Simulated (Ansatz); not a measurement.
Ansatz (an electronic-structure program) input:

Ansatz 0.2 input:
```yaml
crystal:
  lattice:
    - [7.8079109783, 5.5141025517, 0.0]
    - [-7.8079109783, 5.5141025517, 0.0]
    - [-7.7969596261, 0.0, 7.807842648]
  atoms:
    - { symbol: Ga, position: [0.2487275578, 0.2487275578, 0.0] }
    - { symbol: Ge, position: [0.2489675724, 0.2489675724, 0.5] }
    - { symbol: Ge, position: [0.7510815239, 0.7510815239, 0.0] }
    - { symbol: Ge, position: [0.7509472896, 0.7509472896, 0.5] }
    - { symbol: Ge, position: [0.4989010937, 0.5006531, 0.7493740967] }
    - { symbol: Ge, position: [0.5006531, 0.4989010937, 0.2506259033] }
    - { symbol: Si, position: [0.75281386, 0.4969741602, 0.0041500014] }
    - { symbol: Si, position: [0.7542848192, 0.4968320966, 0.5046979665] }
    - { symbol: Si, position: [0.2498341819, 0.9974612813, 0.9992344126] }
    - { symbol: Si, position: [0.2494559597, 0.998113965, 0.4980315776] }
    - { symbol: Si, position: [0.0010341216, 0.9992083423, 0.750994587] }
    - { symbol: Si, position: [0.9992083423, 0.0010341216, 0.249005413] }
    - { symbol: Si, position: [0.5025683877, 0.245703139, 0.2520822759] }
    - { symbol: Si, position: [0.5022518103, 0.2463583241, 0.7526286338] }
    - { symbol: Si, position: [0.0028767037, 0.751605327, 0.2523134683] }
    - { symbol: Si, position: [0.002864311, 0.7500645585, 0.7532776668] }
    - { symbol: Si, position: [0.4992119592, 0.9988112731, 0.0000166482] }
    - { symbol: Si, position: [0.5013392218, 0.0008190053, 0.5003503995] }
    - { symbol: Si, position: [0.9988112731, 0.4992119592, 0.9999833518] }
    - { symbol: Si, position: [0.0008190053, 0.5013392218, 0.4996496005] }
    - { symbol: Si, position: [0.998113965, 0.2494559597, 0.5019684224] }
    - { symbol: Si, position: [0.9974612813, 0.2498341819, 0.0007655874] }
    - { symbol: Si, position: [0.4968320966, 0.7542848192, 0.4953020335] }
    - { symbol: Si, position: [0.4969741602, 0.75281386, 0.9958499986] }
    - { symbol: Si, position: [0.7516916619, 0.2486030294, 0.2525696009] }
    - { symbol: Si, position: [0.7511314079, 0.2488089548, 0.7521548118] }
    - { symbol: Si, position: [0.2488089548, 0.7511314079, 0.2478451882] }
    - { symbol: Si, position: [0.2486030294, 0.7516916619, 0.7474303991] }
    - { symbol: Si, position: [0.7500645585, 0.002864311, 0.2467223332] }
    - { symbol: Si, position: [0.751605327, 0.0028767037, 0.7476865317] }
    - { symbol: Si, position: [0.2463583241, 0.5022518103, 0.2473713662] }
    - { symbol: Si, position: [0.245703139, 0.5025683877, 0.7479177241] }
kpoints:
  mp_grid: { grid: [6, 6, 6] }
basis: { xc_grid: 2 }
hamiltonian:
  xc: pbe
  pseudopotentials: { kind: paw }
scf:
  occupations: { method: gaussian, width: 0.05 }
checkpoint: { read: metal.run }
output: { write_density: true, elf: true, volumetric_format: npy }
```

Output (shortened):

```
Pseudopotential: Ga, paw, valence charge 13
Pseudopotential: Ge, paw, valence charge 14
Pseudopotential: Si, paw, valence charge 4
Functional definition: PBE
Crystal: 32 atoms, lattice volume = 672.312 Å³
Basis set: ecut = 420 eV, 13095 PW (Γ), exchange–correlation on 128×128×150 points (8 copies of the dense FFT grid, shifted against one another)
Bands: 126, of which v1, the nominal top of the filled ones, is band 94 counted from 1 (93 counted from 0)
Symmetry: 2 space group operations
Space group: C2 (ITA 5), of the structure as read, at distance tolerance 8.8e-5 Å
k-points: 68 of 216 (time reversal used)
Stability of the state it starts from, as read at its close in the unpolarized treatment …
iter 1 solved again at ethr=3.00e-7 eV; its pass at ethr=3.10e-3 eV (dr2=5.60e-4 eV) is discarded
SCF iter   1: F=—  HF=-41788.040917 eV  |F-HF|=—  |Δ(HF+E_count)|=         —  Δρ=7.02e-7  dr2=3.03e-9  ethr=3.00e-7  ⟨swp⟩=3.8  Hψ=60793  notcnv=0  defer=3
preconditioner: auto → Kerker (q_TF=auto, 2.204 Å⁻¹)
SCF iter   2: F=—  HF=-41788.040877 eV  |F-HF|=—  |Δ(HF+E_count)|=   4.03e-5  Δρ=3.01e-7  dr2=5.24e-10  ethr=1.62e-12  ⟨swp⟩=9.5  Hψ=38843  notcnv=0
SCF iter   3: F=-41788.040877 eV  HF=-41788.040877 eV  |F-HF|=1.31e-10  |Δ(HF+E_count)|=  2.91e-11  Δρ=2.08e-7  dr2=2.69e-10  ethr=1.00e-12  ⟨swp⟩=1.0  Hψ=17459  notcnv=0
SCF 1 converged in 3 iterations: F = -41788.040877 eV  dr2 = 2.69e-10
NSCF: frozen V_eff on 68 k-points
the band table was solved once the SCF had ended and its energy, with any forces and stress, was formed, with the checks that follow a solve (32180 …
SCF converged after 3 iterations
Free energy (F): -41788.040877 eV
Harris-Foulkes:  -41788.040877 eV  (|F-HF|=1.31e-10)
Internal energy: -41788.029025 eV  (E = F + TS)
E sigma→0 (E₀):  -41788.034951 eV
Entropy (-TS):   -0.011852 eV (-0.370 meV/atom)
Fermi energy:    6.146794 eV
--- Per-component energies (eV) ---
  E_band       = -799.133622
  E_kinetic    = 1709.189281
  E_local      = -18241.326237  (includes V_loc(G=0)·N_el)
  E_nonlocal   = 3188.933720
  E_hartree    = 8086.115511
  E_xc         = -1876.773671
  E_vxc        = -1589.693513  (∫ρ·V_xc dr)
  E_paw        = -25418.348496  (= ΣΔE_a)
  E_vpaw       = -2038.469946  (= ΣTr[D̂ρ^β])
  E_aug_tail   = 0.001489  (compensation charges beyond the density's cutoff)
  E_ewald      = -9235.820620
  E_smearing   = -0.011852  (= −TS)
  E_closure    = 0.000000  (closes the sum)
  Σ components = -41788.040877   (vs F -41788.040877, Δ=0.00e0)
  [band-id]    e_kinetic+e_local+e_nonlocal+2·e_hartree+e_vxc+e_vpaw+e_augmentation_tail = -799.134185   (vs E_band -799.133622, Δ=-5.63e-4)
--- Band table (eV; the first three rows and the last of 68) ---
  k-point 0: bands = ["-17.8169", "-17.8155", "-17.8124", "-17.8123", "-17.8109", "-17.8105", "-17.8087", "-17.8066", "-17.8065", "-17.7958", "-17.7933", "-17.7931", "-17.7930", "-17.7924", "-17.7922", "-17.7910", "-17.7906", "-17.7876", "-17.7871", …
  k-point 1: bands = ["-17.8168", "-17.8155", "-17.8124", "-17.8123", "-17.8108", "-17.8106", "-17.8087", "-17.8066", "-17.8065", "-17.7958", "-17.7933", "-17.7931", "-17.7930", "-17.7924", "-17.7922", "-17.7910", "-17.7906", "-17.7875", "-17.7871", …
  k-point 2: bands = ["-17.8167", "-17.8156", "-17.8124", "-17.8123", "-17.8108", "-17.8106", "-17.8086", "-17.8066", "-17.8065", "-17.7958", "-17.7933", "-17.7931", "-17.7930", "-17.7924", "-17.7922", "-17.7910", "-17.7906", "-17.7873", "-17.7871", …
  k-point 67: bands = ["-17.8167", "-17.8157", "-17.8124", "-17.8123", "-17.8108", "-17.8107", "-17.8086", "-17.8066", "-17.8065", "-17.7958", "-17.7933", "-17.7931", "-17.7930", "-17.7924", "-17.7922", "-17.7910", "-17.7906", "-17.7872", "-17.7870", …
  device         0  17.86 GiB
```

The start of the workflow was typed in or built on a structure type; neither database checked (COD, Materials Project) lists it. Whether it is the stable phase at ambient conditions was not checked. The PBE relaxation kept the symmetry of its start; its stability against distortions is not shown here. Scalar-relativistic: spin–orbit coupling is off unless named, which matters more the heavier the elements.

Potentials: the later of the program's two PAW sets.

Ansatz is a plane-wave DFT program.
